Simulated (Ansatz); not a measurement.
The following input was run with Ansatz 0.2.0.

```yaml
crystal:
  lattice:
    - [9.44, 0.0, 0.0]
    - [0.0, 2.84, 0.0]
    - [0.0, 0.0, 4.42]
  atoms:
    - { symbol: Al, position: [0.146, 0.25, 0.952] }
    - { symbol: Al, position: [0.854, 0.75, 0.048] }
    - { symbol: Al, position: [0.354, 0.75, 0.452] }
    - { symbol: Al, position: [0.646, 0.25, 0.548] }
    - { symbol: O, position: [0.801, 0.25, 0.287], spin: 1.0 }
    - { symbol: O, position: [0.199, 0.75, 0.713], spin: 1.0 }
    - { symbol: O, position: [0.699, 0.75, 0.787], spin: 1.0 }
    - { symbol: O, position: [0.301, 0.25, 0.213], spin: 1.0 }
    - { symbol: O, position: [0.944, 0.25, 0.802], spin: 1.0 }
    - { symbol: O, position: [0.056, 0.75, 0.198], spin: 1.0 }
    - { symbol: O, position: [0.556, 0.75, 0.302], spin: 1.0 }
    - { symbol: O, position: [0.444, 0.25, 0.698], spin: 1.0 }
basis:
  ecutwfc: 420
kpoints:
  mp_grid: { grid: [2, 6, 4] }
hamiltonian:
  xc: pbe
scf:
  occupations: { method: gaussian, width: 0.1 }
  lower_state_search: "off"
output:
  forces: true
  stress: true
  eigenvalues: true
  populations: true
magnetization:
  spin_polarized: true
```

Run as
```bash
ansatz run input.yaml --threads 2 --pin off --max-ram 5120MiB --backend cpu --events-out ev --progress --plain --runs-dir out
```

These are results of DFT PBE, scalar-relativistic, plane waves, PAW (Ansatz), not measurements.

Abridged output:

```
Pseudopotentials: kind: paw
Pseudopotential: Al, paw, valence charge 3, recommended cutoff 420 eV (normal)
Pseudopotential: O, paw, valence charge 6, recommended cutoff 420 eV (normal)
Functional definition: PBE
Crystal: 12 atoms, lattice volume = 118.498 Å³
Basis set: ecut = 420 eV, 2325 PW (Γ), exchange–correlation on 128×40×60 points (8 copies of the dense FFT grid, shifted against one another)
Bands: 46, of which v1, the nominal top of the filled ones, is band 30 counted from 1 (29 counted from 0)
Symmetry: 8 space group operations
Space group: Pnma (ITA 62), of the structure as read, at distance tolerance 4.9e-5 Å
Magnetic group: BNS 62.441 (UNI 539), of the structure as read, at distance tolerance 4.9e-5 Å
k-points: 24 of 48
Initial density: superposition of atomic densities (chi_scale 0.1, normalization cell, long waves kept (reshape's long-wave potential 0.03 eV rms))
Starting moments: Σ|m| = 8 μB on 8 of 12 sites
Initial wavefunctions: pseudopotential atomic-orbital guess
Functional: x = pbe(κ = 0.804, μ = 0.21951497), c = pbe(β = 0.06672455)
SCF iter   1: F=—  HF=-6696.740581 eV  |F-HF|=—  |Δ(HF+E_count)|=         —  Δρ=1.03e-1 (↑2.78e-2 ↓1.03e-1) dr2=1.53e1  dr2_m=2.68e0  M=4.000 μB ∫|m|=4.502 μB  β_m=0.30  ethr=3.10e-3  ⟨swp⟩=8.6  Hψ=10650  notcnv=0  defer=10
spin=Collinear: Kerker preconditioning applied to the charge; magnetization (m = ρ↑ − ρ↓) channel mixes plain (no charge-response kernel on spin).
SCF iter   2: F=—  HF=-6694.841838 eV  |F-HF|=—  |Δ(HF+E_count)|=    1.90e0  Δρ=5.28e-2 (↑2.23e-2 ↓5.28e-2) dr2=3.45e0  dr2_m=9.14e-1  M=4.000 μB ∫|m|=4.351 μB  β_m=0.30  ethr=3.10e-3  ⟨swp⟩=2.1  Hψ=4294  notcnv=0  defer=414
SCF iter   3: F=—  HF=-6694.361722 eV  |F-HF|=—  |Δ(HF+E_count)|=   4.80e-1  Δρ=3.03e-2 (↑2.11e-2 ↓3.03e-2) dr2=8.79e-1  dr2_m=4.55e-1  M=4.000 μB ∫|m|=4.295 μB  β_m=0.30  ethr=3.10e-3  ⟨swp⟩=2.1  Hψ=3319  notcnv=0  defer=414
SCF iter   4: F=—  HF=-6694.348429 eV  |F-HF|=—  |Δ(HF+E_count)|=   1.33e-2  Δρ=1.87e-2 (↑1.87e-2 ↓1.60e-2) dr2=2.17e-1  dr2_m=2.54e-1  M=4.000 μB ∫|m|=4.263 μB  β_m=0.30  ethr=1.47e-3  ⟨swp⟩=2.7  Hψ=3490  notcnv=0  defer=414
SCF iter   5: F=—  HF=-6694.430697 eV  |F-HF|=—  |Δ(HF+E_count)|=   8.23e-2  Δρ=1.45e-2 (↑1.20e-2 ↓1.45e-2) dr2=2.58e-1  dr2_m=1.36e-1  M=4.000 μB ∫|m|=4.229 μB  β_m=0.30  ethr=3.62e-4  ⟨swp⟩=2.4  Hψ=3439  notcnv=0  defer=416
SCF iter   6: F=—  HF=-6694.435191 eV  |F-HF|=—  |Δ(HF+E_count)|=   4.49e-3  Δρ=8.42e-3 (↑8.42e-3 ↓8.37e-3) dr2=1.53e-2  dr2_m=7.35e-2  M=4.000 μB ∫|m|=4.217 μB  β_m=0.30  ethr=3.62e-4  ⟨swp⟩=2.3  Hψ=2792  notcnv=0  defer=404
SCF iter   7: F=—  HF=-6694.456653 eV  |F-HF|=—  |Δ(HF+E_count)|=   2.15e-2  Δρ=6.17e-3 (↑6.17e-3 ↓6.16e-3) dr2=1.12e-2  dr2_m=3.89e-2  M=4.000 μB ∫|m|=4.201 μB  β_m=0.30  ethr=2.55e-5  ⟨swp⟩=2.2  Hψ=3052  notcnv=0  defer=404
Mixer restart at iter 7: flushing history
spin-set hold released at iteration 7 (site moments contracting): the magnetisation degrees of freedom join the quasi-Newton model from the next iteration; the mixer history was flushed
SCF iter   8: F=—  HF=-6694.465470 eV  |F-HF|=—  |Δ(HF+E_count)|=   8.82e-3  Δρ=4.98e-3 (↑4.44e-3 ↓4.98e-3) dr2=3.50e-3  dr2_m=2.36e-2  M=4.000 μB ∫|m|=4.192 μB  β_m=0.64  ethr=1.87e-5  ⟨swp⟩=1.6  Hψ=2387  notcnv=0  defer=404
SCF iter   9: F=—  HF=-6694.477368 eV  |F-HF|=—  |Δ(HF+E_count)|=   1.19e-2  Δρ=2.44e-3 (↑1.93e-3 ↓2.44e-3) dr2=6.57e-3  dr2_m=3.66e-3  M=4.000 μB ∫|m|=4.171 μB  β_m=0.73  ethr=5.84e-6  ⟨swp⟩=2.0  Hψ=3244  notcnv=0  defer=404
SCF iter  10: F=—  HF=-6694.479104 eV  |F-HF|=—  |Δ(HF+E_count)|=   1.74e-3  Δρ=5.43e-4 (↑2.39e-4 ↓5.43e-4) dr2=1.03e-3  dr2_m=7.48e-5  M=4.000 μB ∫|m|=4.157 μB  β_m=0.86  ethr=5.84e-6  ⟨swp⟩=2.0  Hψ=3264  notcnv=0  defer=404
SCF iter  11: F=—  HF=-6694.479073 eV  |F-HF|=—  |Δ(HF+E_count)|=   3.13e-5  Δρ=1.39e-4 (↑1.12e-4 ↓1.39e-4) dr2=1.27e-4  dr2_m=3.17e-6  M=4.000 μB ∫|m|=4.155 μB  β_m=0.93  ethr=1.72e-6  ⟨swp⟩=1.6  Hψ=2610  notcnv=0  defer=404
SCF iter  12: F=—  HF=-6694.479084 eV  |F-HF|=—  |Δ(HF+E_count)|=   1.10e-5  Δρ=1.07e-4 (↑7.97e-5 ↓1.07e-4) dr2=3.14e-5  dr2_m=2.49e-6  M=4.000 μB ∫|m|=4.154 μB  β_m=0.90  ethr=2.11e-7  ⟨swp⟩=2.0  Hψ=2779  notcnv=0  defer=404
SCF iter  13: F=—  HF=-6694.479138 eV  |F-HF|=—  |Δ(HF+E_count)|=   5.38e-5  Δρ=2.53e-5 (↑1.43e-5 ↓2.53e-5) dr2=1.56e-6  dr2_m=1.62e-7  M=4.000 μB ∫|m|=4.155 μB  β_m=0.95  ethr=5.23e-8  ⟨swp⟩=2.0  Hψ=3016  notcnv=0  defer=404
SCF iter  14: F=—  HF=-6694.479138 eV  |F-HF|=—  |Δ(HF+E_count)|=   2.94e-7  Δρ=1.23e-5 (↑4.11e-6 ↓1.23e-5) dr2=1.61e-7  dr2_m=4.64e-8  M=4.000 μB ∫|m|=4.155 μB  β_m=0.97  ethr=2.60e-9  ⟨swp⟩=2.4  Hψ=3284  notcnv=0  defer=404
SCF iter  15: F=-6694.479138 eV  HF=-6694.479138 eV  |F-HF|=1.51e-8  |Δ(HF+E_count)|=   4.32e-8  Δρ=4.01e-6 (↑8.36e-7 ↓4.01e-6) dr2=2.38e-8  dr2_m=4.29e-9  M=4.000 μB ∫|m|=4.155 μB  ethr=1.67e-10  ⟨swp⟩=13.5  Hψ=10639  notcnv=0
SCF 1 converged in 15 iterations: F = -6694.479138 eV  dr2 = 2.38e-8
SCF converged after 15 iterations
Magnetization: 4.0000 μB (32.0000 up, 28.0000 down)
Absolute magnetization: 4.1557 μB (∫|ρ↑−ρ↓|, with the PAW one-centre terms)
Spin contamination: 0.0130 ħ² per cell (⟨S²⟩ above its minimum at these occupations)
Per-site moments (μB) at R_I (Å): [(-0.00377332, 0.75867024), (-0.00377332, 0.75867024), (-0.00377332, 0.75867024), (-0.00377332, 0.75867024), (0.26446477, 0.75867024), (0.26446477, 0.75867024), (0.26446477, 0.75867024), (0.26446477, 0.75867024), (0.63321793, 0.81675884), (0.63321793, 0.81675884), (0.63321793, 0.81675884), (0.63321793, 0.81675884)]
Free energy (F): -6694.479138 eV
Harris-Foulkes:  -6694.479138 eV  (|F-HF|=1.51e-8)
Internal energy: -6694.453404 eV  (E = F + TS)
E sigma→0 (E₀):  -6694.466271 eV
Entropy (-TS):   -0.025734 eV (-2.144 meV/atom)
Fermi energy:    5.035307 eV
--- Per-component energies (eV) ---
  E_band       = -84.105093
  E_kinetic    = 1507.241035
  E_local      = -2842.606070  (includes V_loc(G=0)·N_el)
  E_nonlocal   = 423.363593
  E_hartree    = 1000.107321
  E_xc         = -751.506631
  E_vxc        = -872.096720  (∫ρ·V_xc dr)
  E_paw        = -3133.931108  (= ΣΔE_a)
  E_vpaw       = -300.239684  (= ΣTr[D̂ρ^β])
  E_aug_tail   = 0.019424  (compensation charges beyond the density's cutoff)
  E_ewald      = -2897.140968
  E_smearing   = -0.025734  (= −TS)
--- Forces (eV/Å), atoms counted from 1 ---
  atom   1  Al    -0.49970493     0.00000000     0.17770416
  atom   2  Al     0.49970493     0.00000000    -0.17770416
  atom   3  Al     0.49970493     0.00000000     0.17770416
  atom   4  Al    -0.49970493     0.00000000    -0.17770416
  atom   5  O     -0.47965210     0.00000000     0.29529397
  atom   6  O      0.47965210     0.00000000    -0.29529397
  atom   7  O      0.47965210     0.00000000     0.29529397
  atom   8  O     -0.47965210     0.00000000    -0.29529397
  atom   9  O      0.56759760     0.00000000     1.04786616
  atom  10  O     -0.56759760     0.00000000    -1.04786616
  atom  11  O     -0.56759760     0.00000000     1.04786616
  atom  12  O      0.56759760     0.00000000    -1.04786616
--- Stress (GPa, compression-positive) ---
       -1.301093       0.000000       0.000000
        0.000000       4.467995       0.000000
        0.000000       0.000000      -3.333578
  P = ⅓ Tr σ = -0.0556 GPa (-0.556 kbar)
--- Band table (eV; the first three rows and the last of 48) ---
  k-point 0 ↑: bands = ["-14.1223", "-13.4230", "-13.3104", "-12.0748", "-11.9244", "-11.7920", "-11.7694", "-11.4972", "-1.1789", "-0.6754", "0.1776", "1.0147", "1.0586", "1.1785", "1.4823", "2.1556", "2.3617", "2.6804", "2.8806", "2.9181", "3.0795", "3.0981", "3.4898", "3.6079", "3.6826", "3.8183", "4.0282", "4.2214", "4.2618", "4.6612", "4.6612", "4.8202", "11.6195", "13.7617", "14.4053", "14.4137", "15.4992", "16.2076", "16.4370", "16.8525", "18.0772", "18.7520", "18.8340", "19.0075", "19.1516", "19.4577"]
  k-point 1 ↑: bands = ["-13.9428", "-13.3901", "-13.1191", "-12.1342", "-12.1275", "-12.0528", "-11.7382", "-11.5784", "-1.0393", "-0.2046", "-0.1309", "0.5138", "0.6561", "1.5182", "2.1571", "2.3259", "2.4630", "2.4906", "2.9297", "3.0084", "3.3009", "3.4300", "3.5756", "3.5834", "3.6709", "3.7918", "3.8300", "4.1976", "4.2320", "4.2381", "4.5238", "4.6153", "12.3620", "14.0863", "14.3393", "14.6746", "15.3817", "15.6103", "16.1702", "16.6441", "18.1850", "18.3253", "18.8182", "18.9822", "19.4199", "19.6147"]
  k-point 2 ↑: bands = ["-13.5504", "-13.5504", "-12.6238", "-12.6238", "-12.2661", "-12.2661", "-11.6832", "-11.6832", "-0.7582", "-0.7582", "0.5652", "0.5652", "0.8738", "0.8738", "2.2696", "2.2696", "2.7811", "2.7811", "3.2769", "3.2769", "3.3295", "3.3295", "3.4221", "3.4221", "3.5123", "3.5123", "4.1954", "4.1954", "4.2137", "4.2137", "4.2759", "4.2759", "13.6691", "13.6691", "14.9111", "14.9111", "15.2699", "15.2699", "15.6669", "15.6669", "18.5960", "18.5960", "18.9295", "18.9295", "19.3373", "19.3373"]
  k-point 23 ↓: bands = ["-11.5842", "-11.5842", "-11.5842", "-11.5842", "-10.9093", "-10.9093", "-10.9093", "-10.9093", "-0.4048", "-0.4048", "-0.4048", "-0.4048", "0.7853", "0.7853", "0.7853", "0.7853", "2.3596", "2.3596", "2.3596", "2.3596", "3.7226", "3.7226", "3.7226", "3.7226", "4.4487", "4.4487", "4.4487", "4.4487", "5.4498", "5.4498", "5.4498", "5.4498", "15.8033", "15.8033", "15.8033", "15.8033", "16.7984", "16.7984", "16.7984", "16.7984", "18.9816", "18.9816", "18.9816", "18.9816", "19.5205", "19.5205"]
--- Löwdin populations: 12 sites ---
  site symbol q [e]    m [muB]
     0     Al      1.7138    -0.0463
     1     Al      1.7138    -0.0463
     2     Al      1.7138    -0.0463
     3     Al      1.7138    -0.0463
     4      O      6.6905     0.3207
     5      O      6.6905     0.3207
     6      O      6.6905     0.3207
     7      O      6.6905     0.3207
     8      O      6.4908     0.7294
     9      O      6.4908     0.7294
    10      O      6.4908     0.7294
    11      O      6.4908     0.7294
  spilling = 0.006998 (of n_electrons = 60.000000)
```

The calculation finished and met its thresholds.

It took 20 s on 2 threads of AMD EPYC (Zen 3) (shared host), peak memory 0.51 GiB.

The k mesh is coarse.